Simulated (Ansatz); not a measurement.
CrO2 (rutile)

```xyz
6
Lattice="4.4446 0.0000 0.0000 0.0000 4.4446 0.0000 0.0000 0.0000 2.9209" Properties=species:S:1:pos:R:3 pbc="T T T"
Cr     0.0000     0.0000     0.0000
Cr     2.2223     2.2223     1.4604
O      1.3493     1.3493     0.0000
O      3.5715     0.8730     1.4604
O      0.8730     3.5715     1.4604
O      3.0953     3.0953     0.0000
```

The volume is varied about the relaxed value V₀ at fixed cell shape. The atoms relax within the cell's symmetry.

All values below come from PBE (plane waves to 420 eV, PAW, scalar-relativistic; Ansatz, a program for electronic structure). k mesh 11×11×16 (Γ-centred), Fermi-Dirac smearing 0.05 eV. E stands for the smeared free energy. CrO2 is run spin-polarised and with no Hubbard U. CrO2 was relaxed with its symmetry unable to fall. Relaxed CrO2 ends ferromagnetic. Other magnetic orders were not checked, so this need not be the ground state. ΔE is measured from the relaxed starting cell.

Question: Give the computed ΔE (meV/atom) and moment (μB/cell) at V/V₀ = 0.917, 0.933, 0.983, 1.017, 1.050, 1.067, 1.083, 1.100.

Answer: 
| V/V₀ | ΔE (meV/atom) | moment (μB/cell) |
|---|---|---|
| 0.917 | 58 | 4.00 |
| 0.933 | 36 | 4.00 |
| 0.983 | 2 | 4.00 |
| 1.017 | 2 | 4.00 |
| 1.050 | 16 | 4.00 |
| 1.067 | 28 | 4.00 |
| 1.083 | 42 | 4.00 |
| 1.100 | 59 | 4.00 |

(A scan under strain: stresses follow from slopes of the energy per volume, elastic moduli from its curvatures.)
